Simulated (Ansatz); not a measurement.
Ansatz input file:

```yaml
crystal:
  lattice:
    - [4.0676072348, 0.0, 0.0]
    - [-2.0338036173, 3.5226511979, 0.0]
    - [0.0, 0.0, 10.5034452297]
  atoms:
    - { symbol: Ca, position: [0.33333333, 0.66666667, 0.3663594714] }
    - { symbol: Ca, position: [0.66666667, 0.33333333, 0.8663594714] }
    - { symbol: Br, position: [0.33333333, 0.66666667, 0.0086405286] }
    - { symbol: Br, position: [0.66666667, 0.33333333, 0.5086405286] }
basis:
  ecutwfc: 420
kpoints:
  mp_grid: { grid: [12, 12, 6] }
hamiltonian:
  xc: pbesol
scf:
  occupations: { method: gaussian, width: 0.1 }
output:
  forces: true
  stress: true
  eigenvalues: true
  populations: true
```

Launched with
```bash
ansatz run input.yaml --threads 1 --pin off --max-ram 1331MiB --backend cpu --events-out ev --progress --plain --runs-dir out
```

Method: DFT PBEsol, scalar-relativistic, plane waves, PAW (Ansatz).

From the run's log, abridged:

```
Pseudopotentials: kind: paw
Pseudopotential: Ca, paw, valence charge 10, recommended cutoff 420 eV (normal)
Pseudopotential: Br, paw, valence charge 7, recommended cutoff 420 eV (normal)
Functional definition: PBEsol
Crystal: 4 atoms, lattice volume = 150.501 Å³
Basis set: ecut = 420 eV, 2927 PW (Γ), exchange–correlation on 60×60×144 points (8 copies of the dense FFT grid, shifted against one another)
Bands: 21, of which v1, the nominal top of the filled ones, is band 17 counted from 1 (16 counted from 0)
Symmetry: 12 space group operations
Space group: P63mc (ITA 186), of the structure as read, at distance tolerance 5.3e-5 Å
k-points: 76 of 864 (time reversal used)
Initial density: superposition of atomic densities (neutral atoms: chi_scale 0, normalization atom), corrected by the library's trained network
Initial wavefunctions: pseudopotential atomic-orbital guess
Functional: x = pbesol(κ = 0.804, μ = 0.12345679), c = pbesol(β = 0.046)
SCF iter   1: F=—  HF=-9064.836083 eV  |F-HF|=—  |Δ(HF+E_count)|=         —  Δρ=3.73e-3  dr2=5.78e-2  ethr=1.77e-3  ⟨swp⟩=9.5  Hψ=10011  notcnv=0
SCF iter   2: F=—  HF=-9064.830447 eV  |F-HF|=—  |Δ(HF+E_count)|=   5.64e-3  Δρ=2.18e-3  dr2=2.58e-2  ethr=1.70e-4  ⟨swp⟩=1.1  Hψ=2215  notcnv=0
SCF iter   3: F=—  HF=-9064.826844 eV  |F-HF|=—  |Δ(HF+E_count)|=   3.60e-3  Δρ=7.18e-4  dr2=3.15e-3  ethr=7.58e-5  ⟨swp⟩=2.5  Hψ=2166  notcnv=0
SCF iter   4: F=—  HF=-9064.826489 eV  |F-HF|=—  |Δ(HF+E_count)|=   3.55e-4  Δρ=2.26e-4  dr2=1.67e-4  ethr=9.26e-6  ⟨swp⟩=2.4  Hψ=2439  notcnv=0
SCF iter   5: F=—  HF=-9064.826544 eV  |F-HF|=—  |Δ(HF+E_count)|=   5.47e-5  Δρ=8.08e-5  dr2=1.98e-5  ethr=4.90e-7  ⟨swp⟩=2.2  Hψ=2185  notcnv=0
SCF iter   6: F=—  HF=-9064.826561 eV  |F-HF|=—  |Δ(HF+E_count)|=   1.77e-5  Δρ=2.72e-5  dr2=1.90e-6  ethr=5.82e-8  ⟨swp⟩=2.2  Hψ=2341  notcnv=0
SCF iter   7: F=—  HF=-9064.826562 eV  |F-HF|=—  |Δ(HF+E_count)|=   6.72e-7  Δρ=9.17e-6  dr2=1.57e-7  ethr=5.59e-9  ⟨swp⟩=2.0  Hψ=2744  notcnv=0
SCF iter   8: F=-9064.826562 eV  HF=-9064.826562 eV  |F-HF|=5.19e-9  |Δ(HF+E_count)|=   1.68e-8  Δρ=1.90e-6  dr2=8.74e-9  ethr=2.94e-10  ⟨swp⟩=7.8  Hψ=8081  notcnv=0
SCF 1 converged in 8 iterations: F = -9064.826562 eV  dr2 = 8.74e-9
SCF converged after 8 iterations
Free energy (F): -9064.826562 eV
Harris-Foulkes:  -9064.826562 eV  (|F-HF|=5.19e-9)
Internal energy: -9064.788494 eV  (E = F + TS)
E sigma→0 (E₀):  -9064.807528 eV
Entropy (-TS):   -0.038068 eV (-9.517 meV/atom)
Fermi energy:    5.265135 eV
--- Per-component energies (eV) ---
  E_band       = -409.422802
  E_kinetic    = 823.157272
  E_local      = -2453.759602  (includes V_loc(G=0)·N_el)
  E_nonlocal   = 271.268662
  E_hartree    = 825.170592
  E_xc         = -794.018945
  E_vxc        = -547.321804  (∫ρ·V_xc dr)
  E_paw        = -6079.407201  (= ΣΔE_a)
  E_vpaw       = -153.110601  (= ΣTr[D̂ρ^β])
  E_aug_tail   = -0.000012  (compensation charges beyond the density's cutoff)
  E_ewald      = -1657.621389
  E_core_change = 0.422129  (= ΣΔE_core)
  E_smearing   = -0.038068  (= −TS)
--- Forces (eV/Å), atoms counted from 1 ---
  atom   1  Ca     0.00000000     0.00000000    -0.89314209
  atom   2  Ca     0.00000000     0.00000000    -0.89314209
  atom   3  Br     0.00000000     0.00000000     0.89315690
  atom   4  Br     0.00000000     0.00000000     0.89315690
--- Stress (GPa, compression-positive) ---
        1.635272       0.000000       0.000000
        0.000000       1.635272       0.000000
        0.000000       0.000000       1.900992
  P = ⅓ Tr σ = 1.7238 GPa (17.238 kbar)
--- Band table (eV; the first three rows and the last of 76) ---
  k-point 0: bands = ["-37.2197", "-37.2196", "-18.3742", "-18.3674", "-18.2801", "-18.2801", "-18.2800", "-18.2800", "-11.9921", "-11.9631", "-0.8805", "-0.4808", "0.4098", "0.4098", "0.4288", "0.4288", "3.5890", "5.6196", "6.6367", "6.9818", "7.0111"]
  k-point 1: bands = ["-37.2196", "-37.2196", "-18.3737", "-18.3679", "-18.2801", "-18.2801", "-18.2800", "-18.2800", "-11.9902", "-11.9650", "-0.8573", "-0.5122", "0.4111", "0.4111", "0.4276", "0.4276", "3.6822", "5.3374", "6.7925", "7.0199", "7.0199"]
  k-point 2: bands = ["-37.2196", "-37.2196", "-18.3725", "-18.3691", "-18.2801", "-18.2801", "-18.2800", "-18.2800", "-11.9849", "-11.9704", "-0.7918", "-0.5936", "0.4145", "0.4145", "0.4241", "0.4241", "3.9472", "4.8358", "6.9301", "7.0444", "7.0444"]
  k-point 75: bands = ["-37.2121", "-37.2121", "-18.3811", "-18.3811", "-18.3382", "-18.3382", "-18.3310", "-18.3310", "-11.7507", "-11.7507", "-0.6690", "-0.6690", "-0.5015", "-0.5015", "-0.0402", "-0.0402", "5.5890", "5.5890", "6.1710", "6.1710", "7.4016"]
--- Löwdin populations: 4 sites ---
  site symbol q [e]
     0     Ca      8.8380
     1     Ca      8.8380
     2     Br      7.6694
     3     Br      7.6694
  spilling = 0.028976 (of n_electrons = 34.000000)
```

The calculation finished and met its thresholds.

Spin polarisation was left out, and a magnetic state may lie lower.